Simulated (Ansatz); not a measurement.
ZnGaNO:
```yaml
crystal:
  lattice:
    - [3.35181, 0.00000, 0.00000]
    - [-1.67590, 2.90275, 0.00000]
    - [0.00000, 0.00000, 9.18317]
  atoms:
    - { symbol: Ga, position: [0.33333, 0.66667, 0.97014] }
    - { symbol: N, position: [0.33333, 0.66667, 0.18700] }
    - { symbol: Ga, position: [0.66667, 0.33333, 0.24525] }
    - { symbol: N, position: [0.66667, 0.33333, 0.46406] }
    - { symbol: Zn, position: [0.33333, 0.66667, 0.47607] }
    - { symbol: O, position: [0.33333, 0.66667, 0.75155] }
    - { symbol: Zn, position: [0.66667, 0.33333, 0.69603] }
    - { symbol: O, position: [0.66667, 0.33333, 0.95618] }
```

Relaxed with r²SCAN. Special points in fractions of this cell's reciprocal vectors: Γ (0.000, 0.000, 0.000); M (0.500, 0.000, 0.000); K (0.333, 0.333, 0.000); A (0.000, 0.000, 0.500); L (0.500, 0.000, 0.500); H (0.333, 0.333, 0.500).

Task: List the band energies nearest the valence-band maximum at these points for r²SCAN with spin–orbit coupling in the plane-wave PAW code Ansatz.

Result: In eV from the valence-band maximum; about four levels below and three above (degenerate sets whole), none deeper than 8.9 eV; points with the same levels are listed once.

| k | below | above |
|---|---|---|
| Γ | -0.05 -0.05 0.00 0.00 | 0.18 0.18 2.81 2.81 |
| M | -2.18 -2.18 -1.83 -1.83 | 3.63 3.63 4.01 4.01 |
| K | -2.02 -2.01 -1.80 -1.79 | 5.33 5.34 5.69 |
| A | -0.05 -0.05 0.00 0.00 | 1.62 1.62 1.80 1.80 |
| L | -2.04 -2.04 -1.85 -1.85 | 3.42 3.42 3.82 3.82 |
| H | -2.63 -2.62 -2.40 -2.38 | 5.21 5.23 5.46 |

Space group P3m1. The start of the workflow was typed in or built on a structure type; the Crystallography Open Database copy checked does not list it. Whether it is the stable phase at ambient conditions was not checked. The r²SCAN relaxation kept the symmetry of its start; whether a distortion lowers the energy is not shown.

Potentials: the earlier of the program's two PAW sets.
